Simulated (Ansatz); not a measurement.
A relaxed structure of Ti₃Al is spoiled in several ways and relaxed again each time (noise and exchanges are one random draw each; squeezed and stretched starts keep its symmetry, which their runs cannot lower; pressure is positive under compression). Calculation: PBE (plane waves to 420 eV, PAW, scalar-relativistic; Ansatz, an electronic-structure program).

Space group P6₃/mmc (No. 194); a = b = 5.756 Å, c = 4.654 Å, α = β = 90.00°, γ = 120.00°

```json
[
 {"atom": "Ti", "site": "6h", "symmetry": "mm2", "x": "0.3394", "y": "0.1697", "z": "0.2500"},
 {"atom": "Al", "site": "2c", "symmetry": "-6m2", "x": "0.3333", "y": "0.6667", "z": "0.2500"}
]
```

```
change                                                         first pressure (GPa)  largest first force (eV/Å)  released (eV/atom)  moves                outcome  final group  E − E(parent) (eV/atom)
-------------------------------------------------------------  --------------------  --------------------------  ------------------  -----  ---------------------  -----------  -----------------------
with one Ti and one Al atom exchanged in a cell of 8 atoms                      1.5                        0.56                0.14     20  returns to the parent      P6₃/mmc                     0.00
with every coordinate shifted by Gaussian noise of σ = 0.45 Å                     –                           –                 2.1      9  returns to the parent      P6₃/mmc                     0.00
stretched uniformly to 130 % of its volume                                        …                        0.01                   …      6                      …            …                        …
```

**Question.** Fill in the missing entries.

**Answer.** 
- stretched uniformly to 130 % of its volume, first pressure (GPa): -18.1
- stretched uniformly to 130 % of its volume, released (eV/atom): 0.35
- stretched uniformly to 130 % of its volume, outcome: returns to the parent
- stretched uniformly to 130 % of its volume, final group: P6₃/mmc
- stretched uniformly to 130 % of its volume, E − E(parent) (eV/atom): 0.00

First-step values come from each run's starting, coarser k-mesh (7×7×7, 6×6×7). Each cell has its own k-point mesh; energy differences are given only to the digits this allows. No spin polarisation in the result.
